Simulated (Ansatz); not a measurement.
A geometry of Hf3N4 away from equilibrium: step 3 of the relaxation of a relaxed Hf3N4 cell shaken by Gaussian noise of σ = 0.08 Å a coordinate. Level of theory: PBEsol (plane waves to 420 eV, PAW, scalar-relativistic; Ansatz, a first-principles code). Γ-centred k-mesh 6×6×6 on the run's cell (coarser than for final values), Fermi–Dirac smearing 0.05 eV.

```xyz
7
Lattice="-2.6669 2.6906 2.7058 2.6903 -2.6737 2.7123 2.7159 2.7227 -2.6889" Properties=species:S:1:pos:R:3:forces:R:3 pbc="T T T" free_energy=-48312.864 pressure_GPa=3.8
N      1.3758     1.3670     1.2306    0.0077   -0.1583    0.0545
N     -1.3197     1.2808     1.4042    0.0366   -0.2068    0.4755
N      1.3979    -1.3929     1.4679    0.5512    0.4380    0.0813
N      1.4645     1.2657    -1.4632   -0.6084    0.1029   -0.0851
Hf     2.7330     0.1444    -0.0366    0.0655    0.8399   -0.6588
Hf     0.0398     0.1521     2.8711    0.6666   -0.0136    0.4503
Hf     0.0936     2.5810    -0.0507   -0.7191   -1.0021   -0.3177
```

Positions in Å, forces in eV/Å, free energy of the cell in eV (comparable only within this code, potentials and settings). Largest force: 1.27 eV/Å, on Hf7 (atoms numbered as listed); the geometry lies 0.83 eV/atom above the end of its relaxation.

No spin polarisation in the result.

The end of the path is a generated cell of Hf3N4: the first start was made by placing the elements on the sites of a structure type, and the end was not matched to a known phase here, so it may be hypothetical.
